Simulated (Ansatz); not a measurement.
Consider the following.

InPd (CsCl type, Pm-3m), a = b = c = 3.3051 Å, α = β = γ = 90.00°.

This is the PBE-relaxed structure.

Question: All from DFT-PBE in the program Ansatz with PAW potentials, unless another level is named. Give the formation energy from the elements (no fitted shifts).

Answer: -0.49 eV/atom.

Question: Predict the density of states at the Fermi level.

Answer: 0.41 states/eV per atom (mean over ±0.08 eV).

Question: And the gap with spin–orbit coupling?

Answer: none (metallic).

Symmetry was held in the PBE relaxation. The run is not spin-polarised. The references are the lowest solids computed at this level, not always the standard phases. Spin–orbit coupling is left out wherever it is not named.

Potentials: the earlier of the program's two PAW sets.
